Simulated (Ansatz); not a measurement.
Antifluorite Ca2C, relaxed with r2SCAN in Ansatz 0.2.0: it is cubic, Fm-3m (No. 225); a = 6.257 Å in the conventional setting, 20.42 Å³ an atom. C has 8 Ca at 2.71 Å; Ca has 4 C at 2.71 Å. The cell was then strained (x, y and z are the cube axes), with the atoms relaxed again; stress is positive in compression. Note: simulated data, non-magnetic, for a generated structure that need not be the stable one.

- Uniaxial -1.7 % along z, other directions held: r2SCAN's stress changes by +2.65 GPa along the strain and +0.19 GPa across it.
- Isotropic +2.0 % on every length: the pressure changes by -3.05 GPa, and the HSE06 gap (X) goes from 0.825 to 0.878 eV.
- Epitaxial strain of +1.5 % in the (001) plane: the free normal strain is -0.16 % and the in-plane stress changes by -2.32 GPa.
- Uniaxial strain of +1.92 % along [111], atoms relaxed: the xy stress changes by -0.195 GPa.

(1) Estimate C₁₁, C₁₂ and the bulk modulus from the uniaxial step.

(2) What bulk modulus does the isotropic step give?

(3) Give the volume deformation potential of that gap and its pressure coefficient.

(4) What do the film's normal strain and stress say about the elastic constants?

(5) How much elastic energy does the film store, with 20.42 Å³ an atom?

(6) Estimate C₄₄.

Results:

(1) With compression positive, C₁₁ ≈ −Δσ∥/ε = (-2.65)/(-0.0170) = 156 GPa and C₁₂ ≈ (-0.19)/(-0.0170) = 11 GPa; B = (C₁₁ + 2C₁₂)/3 = 59 GPa. A one-sided step carries third-order terms: it reads high by some per cent.

(2) Δ ln V = 3 ln(1.0200) = +0.0594, so B ≈ −ΔP/Δ ln V = 51 GPa, against 59 GPa from C₁₁ and C₁₂; one-sided steps of finite size carry third-order terms.

(3) a_V = ΔE_g/Δ ln V = (+0.053)/(+0.0594) = +0.89 eV; dE_g/dP = −a_V/B = -17 meV/GPa, with HSE06's gap and r2SCAN's modulus.

(4) ε⊥/ε∥ = (-0.0016)/(+0.0150) = -0.11, which linear elasticity sets to −2C₁₂/C₁₁ = -0.14 from the uniaxial step. The biaxial modulus is M = −Δσ/ε∥ = 155 GPa (C₁₁ + C₁₂ − 2C₁₂²/C₁₁ = 165 GPa).

(5) u = M ε∥² = −Δσ ε∥ = +2.32 × (+0.0150) = 0.0348 GPa, and 1 GPa Å³ is 6.2415 meV: 4.43 meV an atom. The total energies of the two runs differ by 4.59 meV an atom.

(6) A strain ε along [111] has ε_xy = ε/3 = +0.00640, an engineering shear of 2ε/3, so C₄₄ ≈ −Δσ_xy/(2ε/3) = 15 GPa, atoms relaxed.

The meshes of the hybrids are coarse, so their gaps aren't converged to the digits shown.
